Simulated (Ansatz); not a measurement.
## Calculated quadrupolar parameters for PbO₂

The cell is an entry of the Crystallography Open Database (COD), whose atoms a relaxation with PBE at fixed cell left in place.

Space group P4_2/mnm (No. 136); a = 4.9578, c = 3.3878 Å.

| site | Wyckoff | site symmetry | x | y | z |
| --- | --- | --- | --- | --- | --- |
| Pb | 2a | m.mm | 0.0000 | 0.0000 | 0.0000 |
| O | 4f | m.2m | 0.3067 | 0.3067 | 0.0000 |

One atom of each set is listed.

Level of theory: DFT, PBE, plane waves and PAW, scalar-relativistic, 420 eV cutoff, Γ-centred 5×5×7 k-points, Fermi–Dirac smearing 0.02 eV (Ansatz 0.2.0).

Conventions: |V_zz| ≥ |V_yy| ≥ |V_xx|, η = (V_xx − V_yy)/V_zz, C_Q = eQV_zz/h.

17O: I = 5/2, Q = -25.58 mb. Q values from Pyykkö, Mol. Phys. 116, 1328 (2018).

```csv
site,atoms,first shell,V_zz (10²¹ V/m²),η,C_Q (MHz)
Pb,2,6 O at 2.15–2.17 Å,13.38,0.49,–
O,4,3 Pb at 2.15–2.17 Å,-12.65,0.20,7.82
```

At O V_zz stands upright on the plane through its three neighbours (within 1°).

Pb has no stable isotope with a ground-state quadrupole moment in the table, so no C_Q is given.

At this cell the PBE pressure is 9 GPa, so with PBE the cell would grow if it were relaxed. Spin–orbit coupling is left out, which shifts gradients on Pb by a few per cent in wide-gap crystals, and can shift them far more where the calculated gap is small or absent, as here. With a gap of 0.13 eV under a smearing of 0.02 eV the band edges are partly filled, so small gradients can hang on the smearing and the k-mesh.

The relaxation (2 steps) took 8.7 s of wall time (8.6 s of CPU time) and 0.42 GiB at its peak, on 1 thread of Arm Neoverse V2 (aarch64; 28 cores open to the job, memory cap 3.0 GiB, no GPU), a shared host with a load of 1.0 a core.
